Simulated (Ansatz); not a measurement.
KZnF3:
Space group Pm-3m (No. 221); a = b = c = 4.0522 Å, α = β = γ = 90.00°

```
atom  site  symmetry       x       y       z
----  ----  --------  ------  ------  ------
K       1a      m-3m  0.0000  0.0000  0.0000
Zn      1b      m-3m  0.5000  0.5000  0.5000
F       3c    4/mm.m  0.0000  0.5000  0.5000
```

Relaxed with PBEsol. PBEsol in the plane-wave PAW code Ansatz gives a gap of 3.71 eV.

### Question
What gap does HSE06 give on the same cell (Ansatz, PAW)?

### Answer
6.34 eV, 2.64 eV more. The hybrid was solved on a coarser mesh and at special points; its gap is the smallest among all of these.

| k | v1 PBEsol | c1 PBEsol | v1 HSE06 | c1 HSE06 |
|---|---|---|---|---|
| Γ | -1.82 | 3.71 | -1.69 | 6.34 |
| R | 0.00 | 8.34 | ? | ? |
| M | 0.00 | 7.99 | ? | ? |
| X | -1.61 | 6.50 | ? | ? |

### Question
Top valence (v1) and lowest conduction level (c1) in eV from each method's valence maximum (which need not be a listed point): supply the withheld HSE06 values.

### Answer

- R, v1 HSE06: 0.00
- R, c1 HSE06: 10.95
- M, v1 HSE06: 0.00
- M, c1 HSE06: 10.77
- X, v1 HSE06: -1.72
- X, c1 HSE06: 9.22

Cost on shared cores: the PBEsol run (SCF on a 7×7×7 mesh, then bands and DOS) very roughly 19 core-seconds, the HSE06 run (SCF on 4×4×4, then a few points) roughly 80 core-seconds; the tasks are unlike.

The cell was relaxed with PBEsol under the symmetry of its start.

Potentials: the later of the program's two PAW sets.
